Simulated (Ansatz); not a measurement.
## SrICl single point

The input, for Ansatz 0.2.0 (plane waves, PAW):

```yaml
crystal:
  lattice:
    - [4.727864, 0.0, 0.0]
    - [0.0, 4.727864, 0.0]
    - [0.0, 0.0, 9.139887]
  atoms:
    - { symbol: Sr, position: [0.0, 0.5, 0.2] }
    - { symbol: Sr, position: [0.5, 0.0, 0.8] }
    - { symbol: Cl, position: [0.0, 0.0, 0.0] }
    - { symbol: Cl, position: [0.5, 0.5, 0.0] }
    - { symbol: I, position: [0.0, 0.5, 0.7] }
    - { symbol: I, position: [0.5, 0.0, 0.3] }
  symmetry: { tolerance: 0.0003 }
kpoints:
  mp_grid: { grid: [6, 6, 3], shift: [0, 0, 0] }
  band_path:
    path:
      - [0.0, 0.0, 0.0]
      - [0.0, 0.5, 0.0]
      - [0.5, 0.5, 0.0]
      - [0.0, 0.0, 0.0]
      - [0.0, 0.0, 0.5]
      - [0.0, 0.5, 0.5]
      - [0.5, 0.5, 0.5]
      - [0.0, 0.0, 0.5]
      - [0.0, 0.5, 0.0]
      - [0.0, 0.5, 0.5]
      - [0.5, 0.5, 0.0]
    npoints: 6
magnetization:
  spin_polarized: false
scf:
  occupations: { method: cold, width: 0.0187 }
  lower_state_search: "off"
  max_iter: 200
hamiltonian:
  pseudopotentials: { kind: paw }
  xc: r2scan
basis:
  ecutwfc: 500
  fft_grid_basis: typed
output:
  forces: true
  stress: true
  eigenvalues: true
  bader: true
  populations: true
  elf: true
  write_potential: true
  volumetric_format: npy
  dos:
    e_range: [-12, 8]
    de: 0.05
    projected: { site_lists: { Cl: [Cl], I: [I], Sr: [Sr] } }
checkpoint:
  read: saved_state
```

The run starts from an earlier solution of this cell. 

Output (shortened):

```
Pseudopotentials: kind: paw
Pseudopotential: Sr, paw, valence charge 10, recommended cutoff 500 eV (meta_gga), Sr.paw.azcp
Pseudopotential: Cl, paw, valence charge 7, recommended cutoff 500 eV (meta_gga), Cl.paw.azcp
Pseudopotential: I, paw, valence charge 17, recommended cutoff 500 eV (meta_gga), I.paw.azcp
Functional definition: r2SCAN
  exchange = r2scan_x(k0 = k0, k1 = k1, a1 = a1)
  correlation = r2scan_c
Crystal: 6 atoms, lattice volume = 204.301 Å³
Basis set: ecut = 500 eV, 5217 PW (Γ), exchange–correlation on 144×144×288 points (64 copies of the dense FFT grid, shifted against one another)
Bands: 41, of which v1, the nominal top of the filled ones, is band 34 counted from 1 (33 counted from 0)
Symmetry: 16 space group operations
Space group: P4/nmm (ITA 129), of the structure as read, at distance tolerance 1.8e-3 Å
k-points: 20 of 108
Initial density: read from a saved state, or passed on in memory by an earlier SCF of this step, an earlier step, the calling program or the single point that the run made first
Functional: x = r2scan, c = r2scan; τ floored in thin density (d = 2e-4 eV/Å³)
Free energy (F): -24347.1947 eV
Harris-Foulkes:  -24347.1947 eV  (|F-HF|=4.76e-9)
Internal energy: -24347.1947 eV  (E = F + TS)
E sigma→0 (E₀):  -24347.1947 eV
Fermi energy:    6.6530 eV
--- Per-component energies (eV) ---
  E_band       = -1062.7269
  E_kinetic    = 1191.6101
  E_local      = -6246.0990  (includes V_loc(G=0)·N_el)
  E_nonlocal   = 278.6910
  E_hartree    = 2751.2711
  E_xc         = -779.6134
  E_vxc        = -906.7208  (∫ρ·V_xc dr)
  E_paw        = -16443.3976  (= ΣΔE_a)
  E_vpaw       = -931.7982  (= ΣTr[D̂ρ^β])
  E_aug_tail   = 0.0000  (compensation charges beyond the density's cutoff)
  E_vtau       = 49.0517  (kinetic-family band-sum trace: ∫τ·v_τ [+ j·A + Jᵃ·Aᵃ] dr)
  E_ewald      = -5099.2382
  E_core_change = -0.4188  (= ΣΔE_core)
  E_smearing   =  0.0000  (= −TS)
--- Forces (eV/Å), atoms counted from 1 ---
  atom   1  Sr     0.0000     0.0000    -0.4887
  atom   2  Sr     0.0000     0.0000     0.4887
  atom   3  Cl     0.0000     0.0000     0.0000
  atom   4  Cl     0.0000     0.0000     0.0000
  atom   5  I      0.0000     0.0000    -1.0601
  atom   6  I      0.0000     0.0000     1.0601
--- Stress (GPa, compression-positive) ---
        0.7788       0.0000       0.0000
        0.0000       0.7788       0.0000
        0.0000       0.0000       1.1688
  P = ⅓ Tr σ = 0.9088 GPa (9.088 kbar)
--- Löwdin populations: 6 sites ---
  site symbol       q [e]
     0     Sr      8.3639
     1     Sr      8.3639
     2     Cl      7.7331
     3     Cl      7.7331
     4      I     17.6946
     5      I     17.6946
  spilling = 0.0061 (of n_electrons = 68.0000)
--- Bader charges: 6 sites ---
  site symbol  charge [e]  shift [e]
     0     Sr      1.6191     0.0000
     1     Sr      1.6191     0.0000
     2     Cl     -0.8257     0.0000
     3     Cl     -0.8257     0.0000
     4      I     -0.7934     0.0000
     5      I     -0.7934     0.0000
```

Origin: a known structure type with other elements, at an estimated volume, so it need not be a known compound.
